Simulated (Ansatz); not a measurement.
FePt (L1₀ or tetragonal B2, P4/mmm) at seven volumes, DFT-PBE in the program Ansatz with PAW potentials, shape and atoms relaxed at each. One row is withheld.

```tsv
V (Å³/atom)	P (GPa)
12.753	24.50
13.174	14.81
13.594	6.69
14.014	0.01
14.435	-5.43
14.855	?
15.276	-13.82
```

Q: Fit the shown pressures and predict the withheld one.

A: P = (3/2)B₀(x^(7/2) − x^(5/2))[1 + (3/4)(B′ − 4)(x − 1)] with x = (V₀/V)^(2/3). Least squares on the six rows gives V₀ = 14.018 Å³/atom, B₀ = 202 GPa, B′ = 5.30. At V = 14.855, x = 0.9621 and P = -10.05 GPa. The run itself gave -9.95 GPa.

The cell was relaxed with PBE under the symmetry of its start. Spin order of the final state: ferromagnetic, chosen from 5 collinear starts compared on coarse meshes (ties went to the first, and starts can fall back to one state), not a proven ground state. Textbook magnetic order: ferromagnetic. Spin–orbit coupling is left out wherever it is not named.

Potentials: the later of the program's two PAW sets.
